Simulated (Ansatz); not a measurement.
Ga₃Mo:
```
Ga3Mo
1.0
   -1.87668     1.87668     4.24742
    1.87668    -1.87668     4.24742
    1.87668     1.87668    -4.24742
Ga Mo
3 1
Cartesian
  0.00000   0.00000   4.24742
  0.00000   1.87668   2.12371
  1.87668   0.00000   2.12371
  0.00000   0.00000   0.00000
```

Relaxed with r²SCAN. Special points in fractions of this cell's reciprocal vectors: Γ (0.000, 0.000, 0.000); X (0.000, 0.000, 0.500); P (0.250, 0.250, 0.250); N (0.000, 0.500, 0.000); M (0.500, 0.500, -0.500); S (0.299, 0.701, -0.299); S0 (-0.299, 0.299, 0.299); R (-0.098, 0.098, 0.500); G (0.500, 0.500, -0.098).

### Question
List the band energies nearest the Fermi level at these points for r²SCAN (plane waves, PAW; program Ansatz).

### Answer
In eV from the Fermi level; about four levels below and three above (degenerate sets whole), none deeper than 8.9 eV; points with the same levels are listed once.

```json
[
 {"k": "Γ", "below": "-3.28 -3.28 -0.78 -0.18", "above": "1.33 1.33 2.88"},
 {"k": "X", "below": "-5.43 -4.11 -4.11 -3.20", "above": "0.28 0.70 1.98"},
 {"k": "P", "below": "-6.16 -3.65 -3.65 -2.81", "above": "0.01 0.28 1.57"},
 {"k": "N", "below": "-4.95 -3.43 -2.36 -1.49", "above": "0.14 1.91 1.94"},
 {"k": "M", "below": "-1.96 -1.03 -1.03 -0.75", "above": "2.99 3.93 4.87"},
 {"k": "S", "below": "-2.73 -2.35 -1.36 -0.13", "above": "0.90 1.46 2.53"},
 {"k": "R", "below": "-3.94 -3.42 -3.05 0.00", "above": "0.73 1.45 2.65"}
]
```

Space group I4/mmm. The cell is a constructed one: a structure type filled with these elements; neither database checked (COD, Materials Project) lists it. Whether it is the stable phase at ambient conditions was not checked. The cell was relaxed with r²SCAN under the symmetry of its start; whether a distortion lowers the energy is not shown. The run is not spin-polarised. Spin–orbit coupling is left out wherever it is not named.

Potentials: the earlier of the program's two PAW sets.
